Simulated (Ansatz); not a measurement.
The start is a randomly generated symmetric cell of WC (space group No. 11). The structure is fully relaxed (lattice and positions, P = 0) with r2SCAN (plane waves to 500 eV, PAW, scalar-relativistic; Ansatz, a first-principles code). First-step values are on the input's coarse k-mesh.

Ansatz input (later rounds restart from its end on a renewed k-mesh):
Ansatz 0.2 input:
```yaml
crystal:
  lattice:
    - [2.8561615, 0, 0]
    - [0, 10.2237966, 0]
    - [-1.1699344, 0, 3.8925372]
  atoms:
    - { symbol: C, position: [0.5, 0, 0] }
    - { symbol: C, position: [0.5, 0.5, 0] }
    - { symbol: C, position: [0, 0, 0] }
    - { symbol: C, position: [0, 0.5, 0] }
    - { symbol: W, position: [0.5, 0, 0.5] }
    - { symbol: W, position: [0.5, 0.5, 0.5] }
    - { symbol: W, position: [0.81098799, 0.25, 0.63755931] }
    - { symbol: W, position: [0.18901201, 0.75, 0.36244069] }
basis: { ecutwfc: 500, ecutrho_ratio: 4, xc_grid: 4, fft_grid_basis: typed }
kpoints: { mp_grid: { grid: [8, 3, 6] } }
hamiltonian:
  xc: r2scan
  dispersion: none
  pseudopotentials: { azcp: { folder: ./paw }, kind: paw }
scf: { occupations: { method: fermi_dirac, width: 0.05 } }
relax: { f_tol: 0.01, max_steps: 100, cell: { stress_tol: 0.02 } }
output: { forces: true, stress: true }
```

Task: How large is the pressure on the unrelaxed cell, and of which sign?

Result: -5 GPa (negative: the cell is under tension).

Task: Which atoms feel the largest initial force, and how large is it?

Result: About 0.7 eV/Å, on W7, W8 (atoms numbered as listed).

Task: Does the structure survive the relaxation? Give the final space group.

Result: The space group goes from P2₁/m (No. 11) to Cmcm (No. 63), with 8 atoms in the primitive cell.

Task: How much energy is released per atom?

Result: 1.33 eV/atom.

Task: How does the volume change?

Result: -14.5 %, from 14.21 to 12.15 Å³/atom.

Task: How do the shortest distances between atoms change?

Result: The closest pairs of elements (up to four, under 3.6 Å), start → end: C–C 1.43 → 2.49 Å; C–W 2.03 → 2.07 Å; W–W 2.71 → 2.86 Å.

Final values are on a 12×12×8 k-mesh of the relaxed cell. No spin polarisation in the result.

The run could not lose the symmetry of its start: the end is stationary, and may be a saddle point rather than a minimum.

The relaxed structure here is a generated cell of WC: the first start was made by a random draw of sites in a space group, and the end was not matched to a known phase here, so it may be hypothetical. Known forms of WC include space group No. 187.
